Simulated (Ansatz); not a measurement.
Structures of Na$_{2}$BrF: which is lowest?

Plane-wave DFT in Ansatz with scalar-relativistic PAW potentials, cutoff 420 eV, Γ-centred meshes chosen by cell and gap, Gaussian smearing with energies taken to zero width. Every cell was relaxed (cell and atoms) in a run of its own, within the symmetry of its start. Functional: PBE.

Relaxed structures (starts from databases or built by putting these elements on another compound's sites):
A. R-3m, 4 atoms in the computed cell, a = 3.817 Å, c = 18.836 Å; sites (symmetry × multiplicity) Na 3m × 6, Br -3m × 3, F -3m × 3; start: built
B. P4/mmm, 4 atoms in the computed cell, a = 3.951 Å, c = 5.515 Å; sites (symmetry × multiplicity) Na 4/mmm × 1 + 4/mmm × 1, Br 4/mmm × 1, F 4/mmm × 1; start: built

Task: Rank them by energy. Could pressure change the order?

Result:
| structure | group | E − E(lowest) (meV/atom) | V (Å³/atom) | gap on mesh (eV) |
| --- | --- | --- | --- | --- |
| A | R-3m | 0.0 | 19.81 | 3.11 |
| B | P4/mmm | 84 | 21.52 | 4.47 |

A is lowest, 84 meV/atom under B. The lowest is also the densest of these, so pressure wouldn't bring one of the others in at first order. Other structures may lie lower than all of these, and vibrations aren't counted.

An odd mesh misses points on the zone edge, so a gap read on it can be too wide.